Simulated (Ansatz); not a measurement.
## Run record: elastic constants by finite strains of AlIr (Pm-3m)

Method: PBEsol, PAW on Ansatz 0.2.0's default frozen-core files (fitted under PBE), scalar-relativistic.

The cell comes from a PAW relaxation under the same functional.

The structure is one entry of a database and needn't be the stable phase.

Command:

```sh
ansatz run input.yaml --threads 1 --pin off --max-ram 2048MiB --backend cpu --events-out ev --progress --plain --runs-dir out
```

Input file:

```yaml
crystal:
  lattice:
    - [2.98909504242, 0.0, 0.0]
    - [0.0, 2.98909504242, 0.0]
    - [0.0, 0.0, 2.98909504242]
  atoms:
    - { symbol: Al, position: [0.0, 0.0, 0.0] }
    - { symbol: Ir, position: [0.5, 0.5, 0.5] }
kpoints:
  mp_grid: { grid: [16, 16, 16] }
scf:
  occupations: { method: fermi_dirac, width: 0.05 }
hamiltonian:
  xc: pbesol
  pseudopotentials: { kind: paw }
elastic:
  mode: relaxed_ion
  stencil: two_point
  amplitude: 0.005
```

Output:

```
Warning: RAYON_NUM_THREADS=1 ignored (pool sized by the plan → 1); use --threads N
Engine: ansatz 0.2.0, x86_64-unknown-linux-gnu
Pseudopotentials: kind: paw
Pseudopotential: Al, paw, valence charge 3, recommended cutoff 420 eV (normal), Al.paw.azcp
Pseudopotential: Ir, paw, valence charge 17, recommended cutoff 420 eV (normal), Ir.paw.azcp
Functional definition: PBEsol
  exchange = pbesol_x
  correlation = pbesol_c
Crystal: 2 atoms, lattice volume = 26.707 Å³
Basis set: ecut = 420 eV, 485 PW (Γ), exchange–correlation on 48×48×48 points (8 copies of the dense FFT grid, shifted against one another)
Bands: 14, of which v1, the nominal top of the filled ones, is band 10 counted from 1 (9 counted from 0)
Symmetry: 48 space group operations
Space group: Pm-3m (ITA 221), of the structure as read, at distance tolerance 3.0e-5 Å
k-points: 165 of 4096
Non-local potential: Al, projectors of the file, l = 0: 2, l = 1: 2, l = 2: 1
Non-local potential: Ir, projectors of the file, l = 0: 3, l = 1: 2, l = 2: 2, l = 3: 1
PAW form: soft (Blöchl's): semilocal exchange-correlation on the pseudo side does not see the compensation charge
PAW frozen core: Al, regenerated for the run's functional, and the local potential with it (the file was generated under x = pbe(κ = 0.804, μ = 0.2195149727645171), c = pbe(β = 0.06672455060314922))
PAW frozen core: Ir, regenerated for the run's functional, and the local potential with it (the file was generated under x = pbe(κ = 0.804, μ = 0.2195149727645171), c = pbe(β = 0.06672455060314922))
PAW one-centre angular grid: Al, 110 points (default); XC on 64 Gauss nodes
PAW one-centre angular grid: Ir, 590 points (default); XC on 64 Gauss nodes
Initial density: superposition of atomic densities (neutral atoms: chi_scale 0, normalization atom), corrected by the library's trained network
Initial wavefunctions: pseudopotential atomic-orbital guess
Functional: x = pbesol(κ = 0.804, μ = 0.12345679012345678), c = pbesol(β = 0.046)
[... 72 lines left out ...]
  E_vpaw       = -238.903789  (= ΣTr[D̂ρ^β])
  E_aug_tail   = 0.000058  (compensation charges beyond the density's cutoff)
  E_ewald      = -2233.613444
  E_core_change = 0.284424  (= ΣΔE_core)
  E_smearing   = -0.003454  (= −TS)
  E_closure    = -0.000000  (closes the sum)
  Σ components = -12325.437438   (vs F -12325.437438, Δ=0.00e0)
--- Forces (eV/Å), atoms counted from 1 ---
  atom   1  Al    -0.00000000     0.00000000     0.00000000
  atom   2  Ir     0.00000000     0.00000000     0.00000000
  max |Σ_I F_I| component: 3.12e-29 eV/Å
--- Stress (GPa, compression-positive) ---
       -0.006269       0.000000       0.000000
        0.000000      -0.006269       0.000000
        0.000000       0.000000      -0.006269
  P = ⅓ Tr σ = -0.0063 GPa (-0.063 kbar)
--- Elastic constants: 2 strain directions × 2 members + reference (group order 48) ---
  dense FFT box of the reference and of every strained cell: 24×24×24
  strains applied: 11, 23; error gains: componentwise 1.00 (the most a stress slope's error grows in a printed constant), spectral 1.73 (1 for all six strains in a standard setting)
  C = ∂σ_k/∂η_j (tension-positive GPa; Voigt order 11 22 33 23 13 12):
       378.905    180.714    180.714     -0.000     -0.000     -0.000
       180.714    378.905    180.714     -0.000     -0.000     -0.000
       180.714    180.714    378.905     -0.000     -0.000     -0.000
        -0.000     -0.000     -0.000    137.148      0.000      0.000
         0.000      0.000     -0.000      0.000    137.148      0.000
         0.000     -0.000      0.000      0.000      0.000    137.148
  reference stress σ⁰ (GPa):      0.006      0.006      0.006     -0.000     -0.000     -0.000
  C* (energy form; C + prestress term) asymmetry max|C*_kj − C*_jk| = 2.842e-14 GPa — a small one proves nothing (zero by symmetry where the batch's group is 432, −43m or m−3m); a large one is finite-difference/SCF noise where ...
  moduli (Voigt/Reuss/Hill, GPa): K = 246.78/246.78/246.78   G = 121.93/118.89/120.41   E = 310.69   ν = 0.290
  mechanically stable: yes (min eigenvalue of sym C = 137.15 GPa)
  strain η (Voigt 11):  stress-route row diagonal C_11 = 378.90 GPa, energy-path curvature d²(F+E_count+ΔE)/dδ²/Ω₀ = 379.73 GPa
         δ    σ_11 (GPa)             F (eV)   n_scf  n_hpsi   n_pw
    -5.000e-3      -1.9769      -12325.4366304       7   99188    544   relax 0 steps, max|allowed force component| 6.36e-30 eV/Å
     5.000e-3       1.8121      -12325.4366695       5   85252    552   relax 0 steps, max|allowed force component| 2.48e-29 eV/Å
  strain η (Voigt 23):  stress-route row diagonal C_44 = 137.15 GPa, energy-path curvature d²(F+E_count+ΔE)/dδ²/Ω₀ = 137.17 GPa
         δ    σ_23 (GPa)             F (eV)   n_scf  n_hpsi   n_pw
    -5.000e-3      -0.6857      -12325.4371547       6  152955    552   relax 0 steps, max|allowed force component| 6.31e-30 eV/Å
     5.000e-3       0.6857      -12325.4371547       5  125881    552   relax 0 steps, max|allowed force component| 6.31e-30 eV/Å
```

Self-consistency was reached.

Elastic moduli:

Elastic constants of a crystal by Kohn-Sham DFT: slopes of the stress over finite engineering strains of the given cell, Voigt indices, Cartesian axes as in the input; Hill averages of a grain aggregate, Debye temperature from the mean sound speed over directions.

* Bulk modulus: 246.8 GPa
* Shear modulus: 120.4 GPa
* Young modulus: 310.7 GPa
* Poisson ratio: 0.2902
* Bulk over shear modulus: 2.05
* Elastic anisotropy index: 0.1279
* Least young modulus: 262.2 GPa
* Largest young modulus: 347.1 GPa
* Longitudinal sound speed: 5467 m/s
* Transverse sound speed: 2972 m/s
* Elastic debye temperature: 415.3 K
* Linear compressibility (x, y, z): 1.351, 1.351, 1.351 1/TPa
* Zener ratio: 1.384
* Cauchy pressure: 43.57 GPa

### Elastic constants

```json
{
 "Pressure at rest": "-0.006 GPa",
 "Least elastic eigenvalue": "137.2 GPa",
 "Elastically stable": "yes"
}
```

```tsv
index	elastic (GPa)
11	378.9
12	180.7
44	137.2
```

Strained cells:

Stress of each strained cell less that at rest, tension positive.

```csv
strain component,strain,stress xx (GPa),stress yy (GPa),stress zz (GPa),stress yz (GPa),stress xz (GPa),stress xy (GPa),relaxation steps
xx,-0.005,-1.983,-0.8964,-0.8964,0,0,0,0
xx,0.005,1.806,0.9108,0.9108,0,0,0,0
yz,-0.005,-0.0078,-0.007,-0.007,-0.6857,0,0,0
yz,0.005,-0.0078,-0.007,-0.007,0.6857,0,0,0
```

Known limits: frozen-core PAW files fitted under PBE, their cores solved anew for the functional of the run; responses of metals move with mesh and smearing; no spin-orbit coupling on heavy atoms.

Cost: 21 s on 1 thread of Intel(R) Xeon(R) 6975P-C (Granite Rapids) (shared host), peak memory 0.55 GiB.
